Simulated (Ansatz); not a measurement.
# Notes on YbGe₂Ru₂

```
CELL_PARAMETERS angstrom
0.00000 4.25132 0.00000
4.25132 0.00000 0.00000
2.12566 2.12566 -4.93762
ATOMIC_POSITIONS crystal
Ge 0.37500 0.37500 0.25000
Ge 0.62500 0.62500 0.75000
Ru 0.75000 0.25000 0.50000
Ru 0.25000 0.75000 0.50000
Yb 0.00000 0.00000 0.00000
```

Single point in Ansatz 0.2.0 with r2SCAN, with U_eff = 2.41 eV on Ru d (all-electron-ortho-atomic projectors), spin-orbit coupling. Cutoff 500 eV, PAW datasets, 5×5×5 Γ-centred k mesh, fermi-dirac filling (width 0.0384 eV).

The state carries no moments; the state need not be the lowest.

Charges: Bader charges in e: Yb +1.58, Ge -0.13, Ru -0.65. In the mean Yb gives up most and Ru takes most.
At the Fermi level: It is a metal, with about 17 states/eV a cell as the mean within 0.25 eV of the Fermi level, mostly Yb f (83 %).
Forces: The largest is on Ge2 (and as large on other atoms): 1.32 eV/Å, components (0.00, 0.00, 1.32). It makes 60° with the line to a nearest neighbour, Ru3 at 2.46 Å.
Stress: The pressure is -3.9 GPa (compression positive), so with the atoms held at these fractions the cell would first shrink; the forces are large, so a full relaxation may end otherwise. The principal stresses -4.5, -4.5, -2.8 GPa differ, so its shape would change too.

Origin: a database entry at a rescaled volume. Caveats: started without moments under time reversal, so no moment could form; the k mesh is coarse if the cell is a metal.
